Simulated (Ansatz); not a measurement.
**Relaxing a structure of B**

The start is a relaxed B cell, doubled along one cell vector, shaken by Gaussian noise of σ = 0.08 Å a coordinate. A full variable-cell relaxation at zero pressure is run with r2SCAN (plane waves to 500 eV, PAW, scalar-relativistic; Ansatz, an electronic-structure program). The first steps use a coarse 9×5×6 k-mesh.

Starting cell:
```yaml
crystal:
  lattice:
    - [2.99016, 0.00000, 0.00000]
    - [-2.99016, 5.17911, 0.00000]
    - [0.00000, 0.00000, 4.08652]
  atoms:
    - { symbol: B, position: [0.95377, 0.98190, 0.26857] }
    - { symbol: B, position: [0.02056, 0.52308, 0.23012] }
    - { symbol: B, position: [0.01939, 0.00664, 0.74937] }
    - { symbol: B, position: [0.94862, 0.47790, 0.76658] }
    - { symbol: B, position: [0.28205, 0.30549, 0.25395] }
    - { symbol: B, position: [0.29356, 0.84704, 0.25413] }
    - { symbol: B, position: [0.59829, 0.11987, 0.75595] }
    - { symbol: B, position: [0.65272, 0.68092, 0.74271] }
```

How large is the pressure on the unrelaxed cell, and of which sign?

+4 GPa (positive: the cell is compressed).

What is the largest force in the starting geometry, and on which atom (counted from 1)?

About 4.2 eV/Å, on B7 (atoms numbered as listed).

How much energy is released per atom?

0.80 eV/atom.

How does the volume change?

-16.8 %, from 7.91 to 6.58 Å³/atom.

Is the relaxed structure metallic? Give its gap.

Zero (metallic).

What does it relax into? Give the structure.


```cif
data_B8
_chemical_formula_sum 'B8'
_space_group_name_H-M_alt 'C2/m'
_space_group_IT_number 12
_space_group_name_Hall '-C 2y'
_cell_length_a 5.59943
_cell_length_b 2.90315
_cell_length_c 3.23938
_cell_angle_alpha 90.000
_cell_angle_beta 92.113
_cell_angle_gamma 90.000
loop_
_space_group_symop_operation_xyz
  'x, y, z'
  '-x, -y, -z'
  '-x, y, -z'
  'x, -y, z'
  'x+1/2, y+1/2, z'
  '-x+1/2, -y+1/2, -z'
  '-x+1/2, y+1/2, -z'
  'x+1/2, -y+1/2, z'
loop_
_atom_site_label
_atom_site_type_symbol
_atom_site_symmetry_multiplicity
_atom_site_Wyckoff_symbol
_atom_site_fract_x
_atom_site_fract_y
_atom_site_fract_z
_atom_site_occupancy
B1 B 4 i 0.09638 0.00000 0.30433 1
B2 B 4 i 0.26846 0.50000 0.17111 1
```
(The calculation used a cell of 4 atoms; values per cell refer to that cell.)

Final values are on a 13×12×10 k-mesh of the relaxed cell. No spin polarisation in the result.

The relaxed structure here is a generated cell of B: the first start was made by placing the elements on the sites of a structure type, and the end was not matched to a known phase here, so it may be hypothetical.
